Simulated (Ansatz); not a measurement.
The start is a generated cell, V built in the beta-Sn structure type. The cell and all atomic positions are relaxed at zero pressure with r2SCAN (plane waves to 500 eV, PAW, scalar-relativistic; Ansatz, a program for electronic structure). The first steps use a coarse 14×14×14 k-mesh.

The start:
```yaml
crystal:
  lattice:
    - [-2.36640, 2.36640, 1.29114]
    - [2.36640, -2.36640, 1.29114]
    - [2.36640, 2.36640, -1.29114]
  atoms:
    - { symbol: V, position: [0.75000, 0.25000, 0.50000] }
    - { symbol: V, position: [0.00000, 0.00000, 0.00000] }
```
Spin-polarised start, with parallel moments on V.

Task: What pressure does the first self-consistent step give?

Result: -7.3 GPa (negative: the cell is under tension).

Task: By how much does the energy per atom fall from start to end?

Result: 0.02 eV/atom.

Task: How does the volume change?

Result: -4.9 %, from 14.46 to 13.76 Å³/atom.

Task: How do the shortest distances between atoms change?

Result: The closest pairs of elements (up to four, under 3.6 Å), start → end: V–V 2.45 → 2.41 Å.

Task: Is the relaxed structure metallic? Give its gap.

Result: Zero (metallic).

Task: What magnetic moments remain?

Result: Zero (the starting moments vanished).

Task: Give the final cell and atomic positions.

Result: 
```cif
data_V4
_chemical_formula_sum 'V4'
_space_group_name_H-M_alt 'I41/amd :1'
_space_group_IT_number 141
_space_group_name_Hall 'I 4bw 2bw -1bw'
_cell_length_a 4.63682
_cell_length_b 4.63682
_cell_length_c 2.55965
_cell_angle_alpha 90.000
_cell_angle_beta 90.000
_cell_angle_gamma 90.000
loop_
_atom_site_label
_atom_site_type_symbol
_atom_site_symmetry_multiplicity
_atom_site_Wyckoff_symbol
_atom_site_fract_x
_atom_site_fract_y
_atom_site_fract_z
_atom_site_occupancy
V1 V 4 a 0.00000 0.00000 0.00000 1
```
(The calculation used a cell of 2 atoms; values per cell refer to that cell.)

The space group stays I4₁/amd (No. 141) (the run could not lower it); the end is AFLOW prototype A_tI4_141_a (A5, as in Sn), with 2 atoms in the primitive cell. Final values are on a 21×21×21 k-mesh of the relaxed cell. No spin polarisation in the result: the starting moments vanished.

The run could not lower the symmetry of its start; a shaken copy of this end point relaxes with r2SCAN to R-3m (No. 166), 0.45 eV/atom lower.

The relaxed structure here is a generated cell of V: the first start was made by placing the elements on the sites of a structure type, and the end was not matched to a known phase here, so it may be hypothetical. Known forms of V include space group No. 229.
